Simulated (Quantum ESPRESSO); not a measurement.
## Mo2Nb4RuSc (one run as intended and one with a planted mistake)

A calculation, not a measurement. The program is pw.x of Quantum ESPRESSO 7.5 (plane-wave density functional theory). The cell is made up: eight metal atoms on a hexagonal close-packed lattice, with elements, volume, strain and displacements drawn at random and not relaxed, so it may be unstable or far from any real phase. PseudoDojo standard norm-conserving files set the functional (PBE unless stated); there is no spin polarisation or spin-orbit coupling, the Fermi-Dirac width of 0.25 eV means electrons at about 2900 K, and the masses in the input are unused placeholders. A spin test at this wide smearing found no moment, but such smearing suppresses magnetism that the real alloy may have.

Intended input:

```
&control calculation='scf', pseudo_dir='./dojo.nc.sr.pbe.v0_5.standard.upf', outdir='./o', disk_io='minimal', tprnfor=.true., tstress=.true. /
&system ibrav=0, nat=8, ntyp=4, nbnd=72, ecutwfc=84.00895049, nosym=.true., tot_charge=0,
 occupations='smearing', smearing='fd', degauss=0.0183746611
/
&electrons conv_thr=1.470e-08, electron_maxstep=70, mixing_beta=0.5 /
ATOMIC_SPECIES
Mo 1.0 Mo.upf
Nb 1.0 Nb.upf
Ru 1.0 Ru.upf
Sc 1.0 Sc.upf
CELL_PARAMETERS angstrom
3.0487 0.0379 4.9322
2.9407 0.0051 -4.8674
-2.9575 5.1094 -0.0154
ATOMIC_POSITIONS angstrom
Mo 0.0649 0.0193 -0.0517
Nb -1.5153 2.5529 -0.1478
Nb 2.9294 1.8657 -2.5714
Ru 1.5316 4.2843 -2.5092
Mo 3.0386 0.1335 0.0027
Nb 1.4762 2.5637 -0.0837
Sc 3.0046 1.6812 2.4928
Nb 1.517 4.3665 2.5168
K_POINTS automatic
5 5 5 1 1 1
```

The log is shortened where brackets say so; the opening notice, blank lines, dates and the lines on written files are dropped, and the path of the files is cut. It prints rydbergs, bohrs and kilobars, and counts compression as positive stress. Its total energy is the free energy E - TS of the whole cell.

Log of the intended run:

```
     Program PWSCF v.7.5
     Parallel version (MPI & OpenMP), running on       4 processor cores
     Number of MPI processes:                 4
     Threads/MPI process:                     1
     [start-up lines left out]
     bravais-lattice index     =            0
     lattice parameter (alat)  =      10.9576  a.u.
     unit-cell volume          =    1015.9512 (a.u.)^3
     number of atoms/cell      =            8
     number of atomic types    =            4
     number of electrons       =       107.00
     number of Kohn-Sham states=           72
     kinetic-energy cutoff     =      84.0090  Ry
     charge density cutoff     =     336.0358  Ry
     scf convergence threshold =      1.5E-08
     mixing beta               =       0.5000
     number of iterations used =            8  plain     mixing
     Exchange-correlation= PBE
                           (   1   4   3   4   0   0   0)
     [axes and pseudopotential details left out]
   Cartesian axes
     site n.     atom                  positions (alat units)
         1        Mo     tau(   1) = (   0.0111925   0.0033284  -0.0089161  )
         2        Nb     tau(   2) = (  -0.2613262   0.4402690  -0.0254893  )
         3        Nb     tau(   3) = (   0.5051996   0.3217556  -0.4434595  )
         4        Ru     tau(   4) = (   0.2641373   0.7388635  -0.4327326  )
         5        Mo     tau(   5) = (   0.5240321   0.0230232   0.0004656  )
         6        Nb     tau(   6) = (   0.2545831   0.4421316  -0.0144348  )
         7        Sc     tau(   7) = (   0.5181685   0.2899370   0.4299043  )
         8        Nb     tau(   8) = (   0.2616194   0.7530395   0.4340433  )
     number of k points=    63  Fermi-Dirac smearing, width (Ry)=  0.0184
                       cart. coord. in units 2pi/alat
        k(    1) = (   0.1920437   0.2246399  -0.0028684), wk =   0.0320000
        k(    2) = (   0.1904289   0.4506768  -0.0036071), wk =   0.0320000
     [further k points left out]
     Dense  grid:   105615 G-vectors     FFT dimensions: (  64,  64,  72)
     Estimated max dynamical RAM per process >     414.63 MB
     Estimated total dynamical RAM >       1.54 GB
     Initial potential from superposition of free atoms
     starting charge     106.9844, renormalised to     107.0000
     Starting wfcs are   80 randomized atomic wfcs
     total cpu time spent up to now is       12.9 secs
     per-process dynamical memory:   332.7 Mb
     Self-consistent Calculation
     iteration #  1     ecut=    84.01 Ry     beta= 0.50
     Davidson diagonalization with overlap
     ethr =  1.00E-02,  avg # of iterations =  2.6
     total cpu time spent up to now is       43.0 secs
     total energy              =   -1077.46623168 Ry
     estimated scf accuracy    <       1.72255652 Ry
     iteration #  2     ecut=    84.01 Ry     beta= 0.50
     Davidson diagonalization with overlap
     ethr =  1.61E-03,  avg # of iterations =  8.8
     total cpu time spent up to now is       78.5 secs
     total energy              =   -1077.50818702 Ry
     estimated scf accuracy    <       5.72433038 Ry
     [iterations 3 to 20 left out]
     iteration # 21     ecut=    84.01 Ry     beta= 0.50
     Davidson diagonalization with overlap
     ethr =  1.23E-10,  avg # of iterations =  1.2
     total cpu time spent up to now is      648.9 secs
     total energy              =   -1078.22380465 Ry
     estimated scf accuracy    <       0.00000004 Ry
     iteration # 22     ecut=    84.01 Ry     beta= 0.50
     Davidson diagonalization with overlap
     ethr =  3.62E-11,  avg # of iterations =  2.1
     total cpu time spent up to now is      673.4 secs
     End of self-consistent calculation
     [lines on levels left out]
!    total energy              =   -1078.22380464 Ry
     estimated scf accuracy    <       0.00000001 Ry
     smearing contrib. (-TS)   =      -0.17354681 Ry
     internal energy E=F+TS    =   -1078.05025783 Ry
     The total energy is F=E-TS. E is the sum of the following terms:
     one-electron contribution =    -221.75574179 Ry
     hartree contribution      =     163.77075147 Ry
     xc contribution           =    -195.52040685 Ry
     ewald contribution        =    -824.54486066 Ry
     convergence has been achieved in  22 iterations
     Forces acting on atoms (cartesian axes, Ry/au):
     atom    1 type  1   force =    -0.00192139   -0.01987907    0.02631628
     atom    2 type  2   force =    -0.00684791    0.01412267    0.03894459
     atom    3 type  2   force =     0.00937425    0.01113418    0.00302440
     atom    4 type  3   force =    -0.00472157   -0.00299552   -0.00311901
     atom    5 type  1   force =     0.00728983   -0.01918422   -0.01605428
     atom    6 type  2   force =     0.00738003    0.01698332   -0.00531447
     atom    7 type  4   force =    -0.02390847    0.01574829   -0.03231417
     atom    8 type  2   force =     0.01335524   -0.01592966   -0.01148334
     Total force =     0.081205     Total SCF correction =     0.000140
     Computing stress (Cartesian axis) and pressure
          total   stress  (Ry/bohr**3)                   (kbar)     P=      -84.49
  -0.00055043  -0.00008629   0.00002311          -80.97      -12.69        3.40
  -0.00008629  -0.00080081   0.00002155          -12.69     -117.80        3.17
   0.00002311   0.00002155  -0.00037185            3.40        3.17      -54.70
     init_run     :     12.29s CPU     12.70s WALL (       1 calls)
     electrons    :    650.36s CPU    660.58s WALL (       1 calls)
     forces       :      2.99s CPU      2.99s WALL (       1 calls)
     stress       :     10.32s CPU     10.32s WALL (       1 calls)
     [timing details left out]
     PWSCF        :  11m16.11s CPU  11m26.77s WALL
     JOB DONE.
```

A second run has one planted mistake: one coordinate of one atom is wrong. The input lines that differ:

```
- Sc 3.0046 1.6812 2.4928
+ Sc 2.8246 1.6812 2.4928
```

Its log:

```
     Program PWSCF v.7.5
     Parallel version (MPI & OpenMP), running on       4 processor cores
     Number of MPI processes:                 4
     Threads/MPI process:                     1
     [start-up lines left out]
     bravais-lattice index     =            0
     lattice parameter (alat)  =      10.9576  a.u.
     unit-cell volume          =    1015.9512 (a.u.)^3
     number of atoms/cell      =            8
     number of atomic types    =            4
     number of electrons       =       107.00
     number of Kohn-Sham states=           72
     kinetic-energy cutoff     =      84.0090  Ry
     charge density cutoff     =     336.0358  Ry
     scf convergence threshold =      1.5E-08
     mixing beta               =       0.5000
     number of iterations used =            8  plain     mixing
     Exchange-correlation= PBE
                           (   1   4   3   4   0   0   0)
     [axes and pseudopotential details left out]
   Cartesian axes
     site n.     atom                  positions (alat units)
         1        Mo     tau(   1) = (   0.0111925   0.0033284  -0.0089161  )
         2        Nb     tau(   2) = (  -0.2613262   0.4402690  -0.0254893  )
         3        Nb     tau(   3) = (   0.5051996   0.3217556  -0.4434595  )
         4        Ru     tau(   4) = (   0.2641373   0.7388635  -0.4327326  )
         5        Mo     tau(   5) = (   0.5240321   0.0230232   0.0004656  )
         6        Nb     tau(   6) = (   0.2545831   0.4421316  -0.0144348  )
         7        Sc     tau(   7) = (   0.4871260   0.2899370   0.4299043  )
         8        Nb     tau(   8) = (   0.2616194   0.7530395   0.4340433  )
     number of k points=    63  Fermi-Dirac smearing, width (Ry)=  0.0184
                       cart. coord. in units 2pi/alat
        k(    1) = (   0.1920437   0.2246399  -0.0028684), wk =   0.0320000
        k(    2) = (   0.1904289   0.4506768  -0.0036071), wk =   0.0320000
     [further k points left out]
     Dense  grid:   105615 G-vectors     FFT dimensions: (  64,  64,  72)
     Estimated max dynamical RAM per process >     414.63 MB
     Estimated total dynamical RAM >       1.54 GB
     Initial potential from superposition of free atoms
     starting charge     106.9844, renormalised to     107.0000
     Starting wfcs are   80 randomized atomic wfcs
     total cpu time spent up to now is       12.2 secs
     per-process dynamical memory:   332.7 Mb
     Self-consistent Calculation
     iteration #  1     ecut=    84.01 Ry     beta= 0.50
     Davidson diagonalization with overlap
     ethr =  1.00E-02,  avg # of iterations =  2.6
     total cpu time spent up to now is       41.9 secs
     total energy              =   -1077.43352210 Ry
     estimated scf accuracy    <       1.78188388 Ry
     iteration #  2     ecut=    84.01 Ry     beta= 0.50
     Davidson diagonalization with overlap
     ethr =  1.67E-03,  avg # of iterations =  8.6
     total cpu time spent up to now is       75.9 secs
     total energy              =   -1077.48033504 Ry
     estimated scf accuracy    <       5.96969748 Ry
     [iterations 3 to 20 left out]
     iteration # 21     ecut=    84.01 Ry     beta= 0.50
     Davidson diagonalization with overlap
     ethr =  2.90E-11,  avg # of iterations =  3.0
     total cpu time spent up to now is      622.8 secs
     total energy              =   -1078.22451906 Ry
     estimated scf accuracy    <       0.00000004 Ry
     iteration # 22     ecut=    84.01 Ry     beta= 0.50
     Davidson diagonalization with overlap
     ethr =  2.90E-11,  avg # of iterations =  1.3
     total cpu time spent up to now is      646.6 secs
     End of self-consistent calculation
     [lines on levels left out]
!    total energy              =   -1078.22451906 Ry
     estimated scf accuracy    <          7.5E-09 Ry
     smearing contrib. (-TS)   =      -0.17085020 Ry
     internal energy E=F+TS    =   -1078.05366886 Ry
     The total energy is F=E-TS. E is the sum of the following terms:
     one-electron contribution =    -222.40231897 Ry
     hartree contribution      =     164.09239232 Ry
     xc contribution           =    -195.52832183 Ry
     ewald contribution        =    -824.21542038 Ry
     convergence has been achieved in  22 iterations
     Forces acting on atoms (cartesian axes, Ry/au):
     atom    1 type  1   force =     0.00183095   -0.01889100    0.02495327
     atom    2 type  2   force =    -0.01310090    0.01660095    0.05411065
     atom    3 type  2   force =    -0.02048754    0.00995038    0.00390350
     atom    4 type  3   force =    -0.00737999   -0.01021413   -0.00288131
     atom    5 type  1   force =     0.01134955   -0.01860294   -0.01706145
     atom    6 type  2   force =     0.00148704    0.01662965   -0.01840113
     atom    7 type  4   force =     0.02048133    0.00255589   -0.03238135
     atom    8 type  2   force =     0.00581955    0.00197120   -0.01224217
     Total force =     0.090026     Total SCF correction =     0.000188
     Computing stress (Cartesian axis) and pressure
          total   stress  (Ry/bohr**3)                   (kbar)     P=      -83.97
  -0.00054579  -0.00014286   0.00002804          -80.29      -21.02        4.13
  -0.00014286  -0.00078717   0.00003326          -21.02     -115.80        4.89
   0.00002804   0.00003326  -0.00037954            4.13        4.89      -55.83
     init_run     :     11.53s CPU     11.97s WALL (       1 calls)
     electrons    :    624.13s CPU    634.35s WALL (       1 calls)
     forces       :      2.90s CPU      2.91s WALL (       1 calls)
     stress       :     10.15s CPU     10.16s WALL (       1 calls)
     [timing details left out]
     PWSCF        :  10m48.96s CPU  10m59.67s WALL
     JOB DONE.
```

|  | intended run | run with the mistake |
| --- | --- | --- |
| free energy (eV) | -14669.982 | -14669.992 |
| entropy term -TS, part of it (eV) | -2.361 | -2.325 |
| pressure (GPa) | -8.45 | -8.40 |
| size of the largest force component (eV/Å) | 1.001 | 1.391 |
| largest change of a force component (eV/Å) |  | 1.141 |
| iterations | 22 | 22 |

For scale, a rerun of the intended cell at a higher cutoff and on a denser mesh moved values by no more than 0.004 eV in energy, 0.03 GPa in stress and 0.004 eV/Å in force, and a second program with other atomic files agreed on that cell to 2 % rms in force and 0.5 GPa in pressure.